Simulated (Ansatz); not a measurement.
LuH₂ (fluorite, Fm-3m) at seven volumes, the program Ansatz at the PBEsol level (PAW), scaled uniformly. One row is withheld.

```csv
V (Å³/atom),P (GPa)
9.243,11.08
9.548,6.84
9.852,3.17
10.157,0.00
10.462,-2.74
10.766,?
11.071,-7.18
```

### Question
Fit the shown pressures and predict the withheld one.

### Answer
P = (3/2)B₀(x^(7/2) − x^(5/2))[1 + (3/4)(B′ − 4)(x − 1)] with x = (V₀/V)^(2/3). Least squares on the six rows gives V₀ = 10.157 Å³/atom, B₀ = 98.2 GPa, B′ = 3.81. At V = 10.766, x = 0.9619 and P = -5.12 GPa. The run itself gave -5.12 GPa.

The workflow started from an entry of the Crystallography Open Database (COD). Whether it is the stable phase at ambient conditions was not checked. The cell was relaxed with PBEsol under the symmetry of its start; of distortions, only those at the zone centre were tested. Spin–orbit coupling is left out wherever it is not named.

Potentials: the later of the program's two PAW sets.
